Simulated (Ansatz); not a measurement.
HfSiW in space group Pnma (No. 62; Hf on 4c, Si on 4c, W on 4c), the program Ansatz at the PBE level (PAW), all energies at zero smearing, with the estimated change up to a 700 eV cutoff added, with one set of potentials and settings (totals compare only within such a set). Cell of 12 atoms (4 Hf, 4 Si, 4 W): -106975.372 eV.

```json
[
 {"element": "Hf", "reference phase": "P6_3/mmc, 2 atoms in the cell", "E (eV/atom)": "-15721.3637"},
 {"element": "Si", "reference phase": "Fd-3m, 2 atoms in the cell", "E (eV/atom)": "-635.8096"},
 {"element": "W", "reference phase": "Im-3m, 1 atoms in the cell", "E (eV/atom)": "-10384.8193"}
]
```

Formation energy per atom, worked out: (-106975.372 − 4×(-15721.3637) − 4×(-635.8096) − 4×(-10384.8193))/12 = -0.617 eV/atom (-60 kJ per mol of atoms), at 0 K, without zero-point energy or fitted corrections.

The workflow started from a Materials Project entry (that database holds measured and hypothetical structures alike); the Crystallography Open Database copy checked does not list it. Its standing as an ambient phase is unchecked. The PBE relaxation kept the symmetry of its start; whether a distortion lowers the energy is not shown. No spin polarisation was allowed. The references are the lowest solids computed at this level, not always the standard phases. Spin–orbit coupling is left out wherever it is not named.

Potentials: the later of the program's two PAW sets.
